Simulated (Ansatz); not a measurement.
InSe under strain: In-115 nuclear quadrupole resonance

Cell: an entry of the Crystallography Open Database (COD), relaxed with PBE at fixed cell and then changed (z compressed by 1 %, ions relaxed).

```yaml
crystal:
  lattice:
    - [4.05000, 0.00000, 0.00000]
    - [-2.02500, 3.50740, 0.00000]
    - [0.00000, 0.00000, 16.76070]
  atoms:
    - { symbol: In, position: [0.33333, 0.66667, 0.16667] }
    - { symbol: In, position: [0.66667, 0.33333, 0.66667] }
    - { symbol: In, position: [0.33333, 0.66667, 0.33333] }
    - { symbol: In, position: [0.66667, 0.33333, 0.83333] }
    - { symbol: Se, position: [0.33333, 0.66667, 0.59060] }
    - { symbol: Se, position: [0.66667, 0.33333, 0.09060] }
    - { symbol: Se, position: [0.33333, 0.66667, 0.90940] }
    - { symbol: Se, position: [0.66667, 0.33333, 0.40940] }
```

Atoms are numbered from 1 in the order listed; like atoms form one site, named after its first atom.

The numbers come from a DFT calculation in Ansatz (PBE, plane waves and PAW, scalar-relativistic, 420 eV cutoff, Γ-centred 13×13×3 k-points, Fermi–Dirac smearing 0.05 eV).

In-115: I = 9/2, Q = 772.0 mb (year-2017 value). Static lattice, zero field.

Q: The simulated lines lie at 8.46, 16.9, 25.4, 33.8 MHz. What are |C_Q|, η and |V_zz| at In?

A: For I = 9/2 and η = 0 the lines are |C_Q|/24 times 1, 2, 3 and 4; η shifts the lowest up most. Here |C_Q| = 203 MHz, η = 0.00 and |V_zz| = 10.88 × 10²¹ V/m². The calculation gives V_zz negative; the lines don't show the sign. The site has 3 Se at 2.66 Å; also 1 In at 2.79 Å.

An axis of threefold or higher order runs through In, so V_zz lies along it and η is zero.

Without spin–orbit coupling (the program notes it for In) the gradients can shift somewhat, as the gap is small. With a gap of 0.3 eV under a smearing of 0.05 eV the band edges are partly filled, so small gradients can hang on the smearing and the k-mesh.
